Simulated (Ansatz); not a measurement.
Polymorphs of SbSI, each relaxed with LDA (plane waves, PAW; program Ansatz):

A: P2_1/m
a = 9.1952 Å, b = 4.0026 Å, c = 9.9278 Å, α = γ = 90.00°, β = 90.22°

```tsv
atom	site	symmetry	x	y	z
Sb	2e	m	0.9128	0.2500	0.1377
Sb	2e	m	0.5873	0.2500	0.6384
S	2e	m	0.1572	0.2500	0.0265
S	2e	m	0.3431	0.2500	0.5253
I	2e	m	0.0519	0.7500	0.3371
I	2e	m	0.5526	0.2500	0.1635
```

B: Pnma
a = 8.2925 Å, b = 4.0139 Å, c = 9.9368 Å, α = β = γ = 90.00°

| atom | site | symmetry | x | y | z |
|---|---|---|---|---|---|
| Sb | 4c | .m. | 0.1275 | 0.7500 | 0.1244 |
| S | 4c | .m. | 0.1590 | 0.2500 | 0.9512 |
| I | 4c | .m. | 0.4889 | 0.2500 | 0.1692 |

Problem. Order them by energy per atom at 0 K (lowest first) at the level LDA.

Solution. B (+0 meV/atom), A (+38 meV/atom)

Problem. Give each one's gap.

Solution. A 1.20 eV; B 1.41 eV.

Standing as an ambient phase not checked: A; B. Weakly bound layers, chains or molecules computed without a dispersion correction, so cells and soft constants are ill determined: A; B. All cells were relaxed under the symmetry of their starts (and spin orders); stability against distortions was not tested throughout. Spin–orbit coupling is left out wherever it is not named.

Energies hold the estimated change up to a 700 eV cutoff; steps of a few meV lie near the error of the meshes.

Potentials: the later of the program's two PAW sets.
